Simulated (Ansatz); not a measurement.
ZnNi (CsCl type, space group No. 221), the program Ansatz at the PBE level (PAW), all energies at zero smearing, with the estimated change up to a 700 eV cutoff added, with one set of potentials and settings (totals compare only within such a set). Cell of 2 atoms (1 Ni, 1 Zn): -9159.229 eV.

```tsv
element	reference phase	E (eV/atom)
Ni	Fm-3m, 1 atoms in the cell, spin-polarised	-5839.7239
Zn	C2/m, 3 atoms in the cell	-3319.0295
```

Formation energy per atom, worked out: (-9159.229 − 1×(-5839.7239) − 1×(-3319.0295))/2 = -0.238 eV/atom (-23 kJ per mol of atoms), at 0 K, without zero-point energy or fitted corrections.

Space group Pm-3m (CsCl type). The workflow started from an entry of the Crystallography Open Database (COD), which files this formula under 3 space groups. Its standing as an ambient phase is unchecked. The cell was relaxed with PBE under the symmetry of its start; whether a distortion lowers the energy is not shown. The workflow began spin-polarised and lost its moments. The cell computed holds one magnetic atom, so no antiferromagnetic order was within reach. The references are the lowest solids computed at this level, not always the standard phases.

Potentials: the later of the program's two PAW sets.
